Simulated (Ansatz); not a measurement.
MoSi₂ (MoSi2 type, space group I4/mmm)

```yaml
crystal:
  lattice:
    - [-1.60846, 1.60846, 3.93652]
    - [1.60846, -1.60846, 3.93652]
    - [1.60846, 1.60846, -3.93652]
  atoms:
    - { symbol: Mo, position: [0.00000, 0.00000, 0.00000] }
    - { symbol: Si, position: [0.33511, 0.33511, 0.00000] }
    - { symbol: Si, position: [0.66489, 0.66489, 0.00000] }
```

Two coordinates are scanned: the volume, and the ratio of the stretch along z (the conventional c axis) to the stretch across it. Atoms keep their fractional coordinates.

Method: PBE (plane waves to 420 eV, PAW, scalar-relativistic; Ansatz, a program for electronic structure). k mesh 20×20×20 (Γ-centred), Fermi-Dirac smearing 0.05 eV. Compression counts positive. As the atoms are clamped, bonds stretch with the cell, which overstates energies and stresses. With partly filled bands, the response to shear is sensitive to the k mesh, so small differences along c/a are uncertain. MoSi2 is run without spin polarisation. MoSi2 was relaxed with its symmetry unable to fall. The last digit holds for this mesh only.

Changes of σzz (GPa) from the point V/V₀ = 1.000, (c/a)/(c/a)₀ = 1.000 when one coordinate moves alone (two changes are said to add if the coupling is within 5 % of the smaller one, nearly so within 20 %):

| point | change |
|---|---|
| V/V₀ = 1.000, (c/a)/(c/a)₀ = 0.880 | 43.97 |
| V/V₀ = 1.000, (c/a)/(c/a)₀ = 0.920 | 26.82 |
| V/V₀ = 1.000, (c/a)/(c/a)₀ = 0.960 | 12.06 |
| V/V₀ = 0.960, (c/a)/(c/a)₀ = 1.000 | 10.09 |
| V/V₀ = 0.973, (c/a)/(c/a)₀ = 1.000 | 6.48 |
| V/V₀ = 0.987, (c/a)/(c/a)₀ = 1.000 | 3.12 |
| V/V₀ = 1.013, (c/a)/(c/a)₀ = 1.000 | -2.90 |
| V/V₀ = 1.027, (c/a)/(c/a)₀ = 1.000 | -5.59 |
| V/V₀ = 1.040, (c/a)/(c/a)₀ = 1.000 | -8.09 |
| V/V₀ = 1.000, (c/a)/(c/a)₀ = 1.040 | -9.67 |
| V/V₀ = 1.000, (c/a)/(c/a)₀ = 1.080 | -16.93 |
| V/V₀ = 1.000, (c/a)/(c/a)₀ = 1.120 | -22.31 |

Q: Do the two effects add at V/V₀ = 1.027, (c/a)/(c/a)₀ = 1.080? Give the computed change.

A: The sum of the single changes is -5.59 + (-16.93) = -22.52; the calculation gives -21.14, so the coupling contributes 1.38 (over 20 % of the smaller single change, not additive).

Q: What is the change at V/V₀ = 0.973, (c/a)/(c/a)₀ = 1.120, where both move, and how far is it from the sum?

A: The sum of the single changes is 6.48 + (-22.31) = -15.83; the calculation gives -17.78, so the coupling contributes -1.95 (over 20 % of the smaller single change, not additive).

Q: What is the change at V/V₀ = 1.013, (c/a)/(c/a)₀ = 1.040, where both move, and how far is it from the sum?

A: The sum of the single changes is -2.90 + (-9.67) = -12.57; the calculation gives -12.18, so the coupling contributes 0.39 (under 20 % of the smaller single change, nearly additive).

(A scan under strain: stresses follow from slopes of the energy per volume, elastic moduli from its curvatures.)
